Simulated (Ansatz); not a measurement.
Ansatz (an electronic-structure program) input:

Ansatz 0.2 input:
```yaml
crystal:
  lattice:
    - [5.1584554775, 0.0, 0.0]
    - [0.0, 5.1584554775, 0.0]
    - [0.0, 0.0, 5.3211762654]
  atoms:
    - { symbol: Zn, position: [0.0, 0.0, 0.0] }
    - { symbol: Ga, position: [0.0, 0.5, 0.5] }
    - { symbol: Ga, position: [0.5, 0.0, 0.5] }
    - { symbol: S, position: [0.7345802139, 0.7345802139, 0.2399844209] }
    - { symbol: S, position: [0.7345802139, 0.2654197861, 0.7600155791] }
    - { symbol: S, position: [0.2654197861, 0.2654197861, 0.2399844209] }
    - { symbol: S, position: [0.2654197861, 0.7345802139, 0.7600155791] }
kpoints:
  mp_grid: { grid: [5, 5, 4] }
  band_path:
    path:
      - [[0.0, 0.0, 0.0], [0.0, 0.5, 0.0], [0.5, 0.5, 0.0], [0.0, 0.0, 0.0], [0.0, 0.0, 0.5], [0.0, 0.5, 0.5], [0.5, 0.5, 0.5], [0.0, 0.0, 0.5]]  # Γ-X-M-Γ-Z-R-A-Z
      - [[0.0, 0.5, 0.0], [0.0, 0.5, 0.5]]  # X-R
      - [[0.5, 0.5, 0.0], [0.5, 0.5, 0.5]]  # M-A
      - [VBM, CBM]
    npoints: 8
basis: { xc_grid: 2 }
hamiltonian:
  xc: pbesol
  pseudopotentials: { kind: paw }
magnetization: { noncollinear: true, spin_orbit: true }
scf:
  n_extra_bands: 14
  convergence: { dr2_threshold: 0.0000000001 }
  occupations: { method: gaussian, width: 0.01 }
checkpoint: { write: soc.run }
output: { eigenvalues: true }
```

Output (shortened):

```
Pseudopotential: Zn, paw_fr, valence charge 12
Pseudopotential: Ga, paw_fr, valence charge 13
Pseudopotential: S, paw_fr, valence charge 6
Functional definition: PBEsol
non-collinear run that drives no moment, with spin-orbit …
Crystal: 7 atoms, lattice volume = 141.595 Å³
Basis set: ecut = 420 eV, 2793 PW (Γ), exchange–correlation on 72×72×72 points (8 copies of the dense FFT grid, shifted against one another)
Bands: 76, of which v1, the nominal top of the filled ones, is band 62 counted from 1 (61 counted from 0)
Symmetry: 8 space group operations + 8 with time reversal
k-points: 18 of 100 (time reversal used)
Projection manifold: j_resolved (fully-relativistic pseudo-atomic orbitals)
SCF iter   1: F=—  HF=-14312.896807 eV  |F-HF|=—  |Δ(HF+E_count)|=         —  Δρ=4.31e-2  dr2=1.80e0  dr2_m=0.00e0 (ungated)  ethr=3.10e-3  |M|=0.00e0 ∫|m|=0.00e0 μB  |m|>n=0.0e0 m-floor=0.0e0 τ_xc=0.0e0  β_m=0.30  ⟨swp⟩=6.4  Hψ=6483  notcnv=0  defer=14
preconditioner: auto → Resta (q_TF=auto, 2.377 Å⁻¹)
spin=Noncollinear: Resta preconditioning applied to the charge; magnetization (m_x, m_y, m_z) channels mix plain (no charge-response kernel on spin).
SCF iter   2: F=—  HF=-14312.588271 eV  |F-HF|=—  |Δ(HF+E_count)|=   3.09e-1  Δρ=2.82e-2  dr2=8.29e-1  dr2_m=0.00e0 (ungated)  ethr=2.91e-3  |M|=0.00e0 ∫|m|=0.00e0 μB  |m|>n=0.0e0 m-floor=0.0e0 τ_xc=0.0e0  β_m=0.57  ⟨swp⟩=2.0  Hψ=1654  notcnv=0  defer=84
SCF iter   3: F=—  HF=-14312.370105 eV  |F-HF|=—  |Δ(HF+E_count)|=   2.18e-1  Δρ=1.03e-2  dr2=1.06e-1  dr2_m=0.00e0 (ungated)  ethr=1.34e-3  |M|=0.00e0 ∫|m|=0.00e0 μB  |m|>n=0.0e0 m-floor=0.0e0 τ_xc=0.0e0  β_m=0.50  ⟨swp⟩=2.1  Hψ=1908  notcnv=0  defer=160
SCF iter   4: F=—  HF=-14312.327271 eV  |F-HF|=—  |Δ(HF+E_count)|=   4.28e-2  Δρ=2.76e-3  dr2=9.68e-3  dr2_m=0.00e0 (ungated)  ethr=1.72e-4  |M|=0.00e0 ∫|m|=0.00e0 μB  |m|>n=0.0e0 m-floor=0.0e0 τ_xc=0.0e0  β_m=0.74  ⟨swp⟩=2.4  Hψ=2020  notcnv=0  defer=164
SCF iter   5: F=—  HF=-14312.331929 eV  |F-HF|=—  |Δ(HF+E_count)|=   4.66e-3  Δρ=1.46e-3  dr2=1.70e-3  dr2_m=0.00e0 (ungated)  ethr=1.56e-5  |M|=0.00e0 ∫|m|=0.00e0 μB  |m|>n=0.0e0 m-floor=0.0e0 τ_xc=0.0e0  β_m=0.64  ⟨swp⟩=2.1  Hψ=2794  notcnv=0  defer=162
SCF iter   6: F=—  HF=-14312.331141 eV  |F-HF|=—  |Δ(HF+E_count)|=   7.88e-4  Δρ=4.94e-4  dr2=2.41e-4  dr2_m=0.00e0 (ungated)  ethr=2.73e-6  |M|=0.00e0 ∫|m|=0.00e0 μB  |m|>n=0.0e0 m-floor=0.0e0 τ_xc=0.0e0  β_m=0.70  ⟨swp⟩=2.0  Hψ=2412  notcnv=0  defer=162
SCF iter   7: F=—  HF=-14312.331286 eV  |F-HF|=—  |Δ(HF+E_count)|=   1.44e-4  Δρ=1.59e-4  dr2=3.19e-5  dr2_m=0.00e0 (ungated)  ethr=3.89e-7  |M|=0.00e0 ∫|m|=0.00e0 μB  |m|>n=0.0e0 m-floor=0.0e0 τ_xc=0.0e0  β_m=0.85  ⟨swp⟩=2.0  Hψ=1830  notcnv=0  defer=162
SCF iter   8: F=—  HF=-14312.331319 eV  |F-HF|=—  |Δ(HF+E_count)|=   3.32e-5  Δρ=4.49e-5  dr2=3.18e-6  dr2_m=0.00e0 (ungated)  ethr=5.14e-8  |M|=0.00e0 ∫|m|=0.00e0 μB  |m|>n=0.0e0 m-floor=0.0e0 τ_xc=0.0e0  β_m=0.92  ⟨swp⟩=2.0  Hψ=1805  notcnv=0  defer=162
SCF iter  12: F=-14312.331363 eV  HF=-14312.331363 eV  |F-HF|=2.36e-11  |Δ(HF+E_count)|=  9.24e-10  Δρ=2.39e-7  dr2=7.55e-11  dr2_m=0.00e0 (ungated)  ethr=1.00e-12  |M|=0.00e0 ∫|m|=0.00e0 μB  |m|>n=0.0e0 m-floor=0.0e0 τ_xc=0.0e0  ⟨swp⟩=7.9  Hψ=5308  notcnv=0
SCF 1 converged in 12 iterations: F = -14312.331363 eV  dr2 = 7.55e-11
NSCF: frozen V_eff on 40 k-points
NSCF: frozen V_eff on 40 k-points
NSCF: frozen V_eff on 40 k-points
NSCF: frozen V_eff on 40 k-points
NSCF: frozen V_eff on 2 k-points
NSCF: frozen V_eff on 7 k-points
NSCF: frozen V_eff on 5 k-points
NSCF: frozen V_eff on 5 k-points
NSCF: frozen V_eff on 5 k-points
NSCF: frozen V_eff on 5 k-points
NSCF: frozen V_eff on 84 k-points
SCF converged after 12 iterations
Magnetization: |M| = 0.0000 μB,  M = (+0.0000, +0.0000, +0.0000) μB
Absolute magnetization: 0.0000 μB (∫|m|)
  site 0: m = (+0.0000, +0.0000, +0.0000) μB, |m| = 0.0000 μB  (R = 0.96 Å)
  site 1: m = (+0.0000, +0.0000, +0.0000) μB, |m| = 0.0000 μB  (R = 0.95 Å)
  site 2: m = (+0.0000, +0.0000, +0.0000) μB, |m| = 0.0000 μB  (R = 0.95 Å)
  site 3: m = (+0.0000, +0.0000, +0.0000) μB, |m| = 0.0000 μB  (R = 0.95 Å)
  site 4: m = (+0.0000, +0.0000, +0.0000) μB, |m| = 0.0000 μB  (R = 0.95 Å)
  site 5: m = (+0.0000, +0.0000, +0.0000) μB, |m| = 0.0000 μB  (R = 0.95 Å)
  site 6: m = (+0.0000, +0.0000, +0.0000) μB, |m| = 0.0000 μB  (R = 0.95 Å)
Free energy (F): -14312.331363 eV
Harris-Foulkes:  -14312.331363 eV  (|F-HF|=2.36e-11)
Internal energy: -14312.331363 eV  (E = F + TS)
E sigma→0 (E₀):  -14312.331363 eV
Fermi energy:    6.738969 eV
--- Per-component energies (eV) ---
  E_band       = -153.690229
  E_kinetic    = 789.299271
  E_local      = -6926.266063  (includes V_loc(G=0)·N_el)
  E_nonlocal   = 1586.306829
  E_hartree    = 3080.222376
  E_xc         = -656.118045
  E_vxc        = -516.992433  (∫ρ·V_xc dr)
  E_paw        = -8031.853319  (= ΣΔE_a)
  E_vpaw       = -1246.482023  (= ΣTr[D̂ρ^β])
  E_aug_tail   = -0.000585  (compensation charges beyond the density's cutoff)
  E_ewald      = -4156.701792
  E_core_change = 2.779964  (= ΣΔE_core)
  E_smearing   =  0.000000  (= −TS)
  E_closure    = 0.000000  (closes the sum)
  Σ components = -14312.331363   (vs F -14312.331363, Δ=0.00e0)
  [band-id]    e_kinetic+e_local+e_nonlocal+2·e_hartree+e_vxc+e_vpaw+e_augmentation_tail = -153.690252   (vs E_band -153.690229, Δ=-2.33e-5)
--- Band table (eV; the first three rows and the last of 18) ---
  k-point 0: bands = ["-8.9223", "-8.9223", "-8.8873", "-8.8873", "-8.8359", "-8.8359", "-8.7911", "-8.7911", "-8.4872", "-8.4872", "-8.4407", "-8.4407", "-8.3595", "-8.3595", "-8.3272", "-8.3272", "-8.2985", "-8.2985", "-8.2942", "-8.2942", "-7.8521", …
  k-point 1: bands = ["-8.9244", "-8.9244", "-8.8964", "-8.8964", "-8.8370", "-8.8370", "-8.7905", "-8.7905", "-8.4884", "-8.4884", "-8.4476", "-8.4476", "-8.3591", "-8.3591", "-8.3257", "-8.3257", "-8.2994", "-8.2994", "-8.2920", "-8.2920", "-7.6649", …
  k-point 2: bands = ["-8.9267", "-8.9267", "-8.9042", "-8.9042", "-8.8382", "-8.8382", "-8.7901", "-8.7901", "-8.4895", "-8.4895", "-8.4524", "-8.4524", "-8.3587", "-8.3587", "-8.3248", "-8.3248", "-8.2998", "-8.2998", "-8.2907", "-8.2907", "-7.3771", …
  k-point 17: bands = ["-8.9361", "-8.9218", "-8.8983", "-8.8821", "-8.8645", "-8.8357", "-8.8171", "-8.7897", "-8.5209", "-8.5049", "-8.4551", "-8.4508", "-8.3719", "-8.3682", "-8.3448", "-8.3381", "-8.3243", "-8.3059", "-8.3032", "-8.2925", "-6.5970", …
```

Cost: very roughly 9 core-minutes on shared cores.

Space group P-42m. The first step of the workflow began from a Materials Project structure, measured or hypothetical; the Crystallography Open Database copy checked does not list it. With Zn and Ga taken as one species the cell has the higher symmetry P-43m, so it may be an ordered model of a mixed-site phase. Its standing as an ambient phase is unchecked. The PBEsol relaxation kept the symmetry of its start; its stability against distortions is not shown here.

Potentials: the later of the program's two PAW sets.

Ansatz is a plane-wave DFT program.
